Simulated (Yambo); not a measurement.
Yambo run on ZnSe (zinc blende, space group F-43m, No. 216). The wavefunctions come from this Quantum ESPRESSO step (PBE, PseudoDojo stringent norm-conserving files, scalar-relativistic):

```
&CONTROL
  calculation = 'nscf'
  pseudo_dir = './pseudo'
  outdir = './out'
/
&SYSTEM
  ibrav = 0
  nat = 2
  ntyp = 2
  ecutwfc = 104.0
  ecutrho = 416.0
  occupations = 'fixed'
  force_symmorphic = .true.
  nbnd = 210
/
&ELECTRONS
  conv_thr = 2e-09
  diago_full_acc = .true.
  diago_thr_init = 1e-08
/
ATOMIC_SPECIES
Zn 65.3800 Zn.upf
Se 78.9710 Se.upf
CELL_PARAMETERS angstrom
  0.000000000000   2.816409039000   2.816409039000
  2.816409039000   0.000000000000   2.816409039000
  2.816409039000   2.816409039000   0.000000000000
ATOMIC_POSITIONS crystal
Zn   0.000000000000   0.000000000000   0.000000000000
Se   0.250000000000   0.250000000000   0.250000000000
K_POINTS automatic
4 4 4 0 0 0
```

Yambo input:

```
rim_cut
gw0
dyson
el_el_corr
HF_and_locXC
ppa
em1d
RandQpts= 1000000
RandGvec= 1 Ry
EXXRLvcs= 104 Ry
VXCRLvcs= 416 Ry
Chimod= "HARTREE"
% BndsRnXp
 14 | 208 |
%
NGsBlkXp= 15 Ry
% LongDrXp
 1.0 | 1.0 | 1.0 |
%
PPAPntXp= 27.2114 eV
% GbndRnge
 1 | 208 |
%
GTermKind= "BG"
DysSolver= "n"
ExtendOut
% QPkrange
 1 | 1 | 22 | 23 |
 3 | 3 | 22 | 23 |
 7 | 7 | 22 | 23 |
 8 | 8 | 22 | 23 |
%
```

k points by index: 1 = Γ, 3 = L, 7 = X, 8 = W.

Resulting energies as the program prints them:

```
#    K-point    Band    Eo [eV]    E [eV]    E-Eo [eV]    Vxc [eV]    Vnlxc [eV]    Sc|Eo [eV]    Sc|E [eV]    dSc/dw|Eo [eV]    Re(Z)    Im(Z)
#
    1    22    0.000000    -0.705294    -0.705294    -17.23128    -19.93719    1.820462    2.000612    -6.949582    0.796561    -0.001314
    1    23    1.366965    1.481891    0.114926    -12.85129    -8.929307    -3.780584    -3.807056    -6.262599    0.812910    -0.001255
    3    22    -0.893807    -1.691748    -0.797941    -15.89635    -18.83908    1.937899    2.144784    -7.054265    0.794128    -0.001354
    3    23    2.581095    2.753826    0.172731    -12.28030    -8.161377    -3.906175    -3.946194    -6.300580    0.811988    -0.001277
    7    22    -2.249168    -3.172330    -0.923162    -14.00649    -17.31450    2.138764    2.384844    -7.252521    0.789559    -0.001511
    7    23    2.952728    2.913511    -0.039217    -10.02280    -6.358083    -3.712434    -3.703929    -5.917499    0.821378    -0.001228
    8    22    -2.744979    -3.686788    -0.941808    -12.71577    -15.93002    2.022888    2.272441    -7.209349    0.790549    -0.001453
    8    23    5.488085    5.583489    0.095404    -11.31891    -7.176647    -4.024778    -4.046854    -6.288907    0.812271    -0.001255
```
(The two width columns are left out.) Convergence of these settings isn't established.

Spin-orbit coupling is not included.

Geometry relaxed with PBEsol.
